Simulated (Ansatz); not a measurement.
Equation of state of TiOs

```xyz
2
Lattice="3.0800 0.0000 0.0000 0.0000 3.0800 0.0000 0.0000 0.0000 3.0800" Properties=species:S:1:pos:R:3 pbc="T T T"
Ti    1.5400    1.5400    1.5400
Os    0.0000    0.0000    0.0000
```

The cell comes from COD entry 1537945, which wasn't checked; take it as a given geometry.

No spin–orbit coupling, which matters for the heavy atoms here.

Methods: DFT, PBEsol, all-electron LAPW, scalar-relativistic (Ansatz 0.2.0); DFT, PBEsol, PAW with Ansatz's default frozen-core files, scalar-relativistic (Ansatz 0.2.0).

For LAPW: a Γ-centred 13×13×13 k mesh, Fermi–Dirac smearing of 0.03 eV, basis error target 0.5 meV/atom, no spin polarisation. PAW takes a cutoff of 420 eV at this cell (files made with PBE, cores remade for this functional). The Ansatz runs share mesh, smearing and spin set-up. Plane-wave (PAW) pressures include the program's estimate of the Pulay term.

The cell above is scaled evenly, with fractional coordinates and shape held.

| V/V(cell) | V (Å³/atom) | P, LAPW (GPa) | P, PAW (GPa) | free energy over the lowest listed, PAW (meV/atom) |
| --- | --- | --- | --- | --- |
| 0.9400 | 13.733 | ? | ? | ? |
| 0.9600 | 14.025 | 6.41 | 6.43 | 6.3 |
| 0.9800 | 14.317 | 0.62 | 0.63 | 0.0 |
| 0.9900 | 14.463 | -2.06 | -2.05 | 0.7 |
| 1.0000 | 14.609 | -4.60 | -4.59 | 3.7 |
| 1.0100 | 14.755 | -7.01 | -7.00 | 9.0 |
| 1.0200 | 14.901 | -9.29 | -9.28 | 16.4 |
| 1.0400 | 15.193 | -13.50 | -13.50 | 37.3 |
| 1.0600 | 15.486 | -17.27 | -17.27 | 65.4 |

(1) Fill in the row V/V(cell) = 0.9400.

(2) What do Birch–Murnaghan fits to the pressures give?

Results:

(1) P, LAPW (GPa) = 12.87, P, PAW (GPa) = 12.89, free energy over the lowest listed, PAW (meV/atom) = 23.9.

(2) LAPW: V0 = 14.35 Å³/atom, B0 = 267 GPa, B0′ = 4.3; PAW: V0 = 14.35 Å³/atom, B0 = 267 GPa, B0′ = 4.3.
